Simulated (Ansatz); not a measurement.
Values for one crystal, relaxed and computed with the program Ansatz at the PBEsol level (PAW); other levels are named.

- Volume per atom: 19.64 Å³
- Electronic character: metallic (no gap)
- Density of states at the Fermi level: 0.71 states/eV per atom (mean over ±0.08 eV)
- Pressure derivative B′: 4.8
- Gap with spin–orbit coupling: none (metallic)
- Formation energy from the elements (no fitted shifts): -0.11 eV/atom
- Bulk modulus (Birch–Murnaghan fit): 107 GPa

Question: Which of these materials gives this?
(A) Mg2Sn, P-62m (Mg on 3g, Mg on 1a, Sn on 2c)
(B) VCo3, Cu3Au type
(C) VSn2, Fddd (V on 16g, Sn on 16f, Sn on 16g)
(D) MnV, CsCl type

Answer: C, VSn2, Fddd (V on 16g, Sn on 16f, Sn on 16g)

The first step of the workflow began from a Materials Project structure, measured or hypothetical; the Crystallography Open Database files this formula in space group No. 70, but the cells were not matched. Whether it is the stable phase at ambient conditions was not checked. The cell was relaxed with PBEsol under the symmetry of its start; its stability against distortions is not shown here. No spin polarisation was allowed. The references are the lowest solids computed at this level, not always the standard phases. Spin–orbit coupling is left out wherever it is not named.

Potentials: the later of the program's two PAW sets.
